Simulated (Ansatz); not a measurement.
**Property card for Co4F**

The calculation used DFT PBE, scalar-relativistic, plane waves, PAW (Ansatz 0.2.0).

Plane waves to 420 eV, a k mesh through Γ of 10×10×10 on the computed 5-atom cell and Gaussian smearing (0.10 eV); collinear spin from starting moments 2.1 2.1 2.1 2.1 0.2 μB.

The structure is relaxed at this level of theory with its symmetry kept, and needn't be the ground state of this composition.

```cif
data_structure
_symmetry_space_group_name_H-M 'Pm-3m'
_symmetry_Int_Tables_number 221
_cell_length_a 3.9355
_cell_length_b 3.9355
_cell_length_c 3.9355
_cell_angle_alpha 90.000
_cell_angle_beta 90.000
_cell_angle_gamma 90.000
_cell_volume 60.95
loop_
_atom_site_label
_atom_site_type_symbol
_atom_site_symmetry_multiplicity
_atom_site_Wyckoff_symbol
_atom_site_fract_x
_atom_site_fract_y
_atom_site_fract_z
_atom_site_occupancy
Co1 Co 3 d 0.50000 0.00000 0.00000 1
Co2 Co 1 b 0.50000 0.50000 0.50000 1
F1 F 1 a 0.00000 0.00000 0.00000 1
```

| Quantity | Value |
| --- | --- |
| Space group | Pm-3m (No. 221) |
| Volume per atom | 12.19 Å³ |
| Formation energy from the elements' standard states (uncorrected) | +0.551 eV/atom |
| Kohn–Sham band gap | none (metal) |
| Density of states at the Fermi level | 7.8 states/eV per cell |
| Orbital (Löwdin) character within 0.5 eV of the Fermi level | Co 3d 90 % |
| Bader charge by site (e) | Co (3 in the cell) 0.30, Co (1 in the cell) -0.09, F (1 in the cell) -0.80 |
| Total moment | 7.65 μB per cell |
| Moment by site (μB) | Co1 1.87, Co2 1.87, Co3 1.87, Co4 1.94, F5 0.15 |

Moments started parallel, and an antiferromagnetic order may lie lower.

Only this magnetic start was tried.

The cell was found from a structure generator's guess, not taken from experiment. Löwdin shares on free-atom orbitals overweight diffuse shells.
